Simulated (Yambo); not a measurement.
A G0W0@PBEsol run in Yambo for SiO2 (space group R32, No. 155) (2×2×2 Γ-centred k mesh, 262 bands and a 8 Ry block in the screening, 262 bands in G with the Bruneval-Gonze terminator, plasmon pole fitted at 27.2 eV) gives these matrix elements, in eV, at the band edges (Γ → Γ):

```csv
state,E0,<Vxc>,<Σx>,<Σc(E0)>,Z
valence edge,0.000,-19.802,-25.700,3.526,0.824
conduction edge,5.779,-9.194,-5.178,-2.828,0.885
```

Problem. Solve the linearised quasiparticle equation for both states, give the gap, and say how exchange and correlation each act on it.

Solution. E = E0 + Z(Σx + Σc − Vxc). Valence: 0.000 + 0.824 × (-25.700 + (3.526) − (-19.802)) = -1.96 eV. Conduction: 5.779 + 0.885 × (-5.178 + (-2.828) − (-9.194)) = 6.83 eV. The gap is 8.79 eV, against 5.78 eV in PBEsol. Replacing Vxc by bare exchange alone would open it by 9.91 eV; correlation takes back 6.35 eV of that, and Z scales what is left. Nearest settings tried, and what they do to the gap: 166 bands in W, 166 bands in G: -6 meV; 7 Ry block (311 vectors against 389): -52 meV. Not varied: mesh. So the settings aren't converged at that level. The k mesh is coarse. 

Geometry of the Materials Project entry, not relaxed at this level; primitive cell a = b = c = 5.284 Å, α = β = γ = 97.60°.

This is not the ordinary phase of the substance; no match was found in the copy of COD used, and its stability was not checked.
